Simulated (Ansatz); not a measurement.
GaCuBr4 in space group P-42c (No. 112; Ga on 2d, Cu on 2e, Br on 8n), r²SCAN (plane waves, PAW; program Ansatz), all energies at zero smearing, with the estimated change up to a 700 eV cutoff added, with one set of potentials and settings (totals compare only within such a set). Cell of 12 atoms (2 Ga, 2 Cu, 8 Br): -43195.269 eV.

```
element             reference phase  E (eV/atom)
-------  --------------------------  -----------
Ga        Cmce, 4 atoms in the cell   -3790.2689
Cu       Fm-3m, 1 atoms in the cell   -6631.2396
Br        Cmce, 4 atoms in the cell   -2792.8603
```

Formation energy per atom, worked out: (-43195.269 − 2×(-3790.2689) − 2×(-6631.2396) − 8×(-2792.8603))/12 = -0.781 eV/atom (-75 kJ per mol of atoms), at 0 K, without zero-point energy or fitted corrections.

The first step of the workflow began from a Materials Project structure, measured or hypothetical; the Crystallography Open Database copy checked does not list it. Whether it is the stable phase at ambient conditions was not checked. Symmetry was held in the r²SCAN relaxation; whether a distortion lowers the energy is not shown. The run is not spin-polarised. The references are the lowest solids computed at this level, not always the standard phases.

Potentials: the later of the program's two PAW sets.
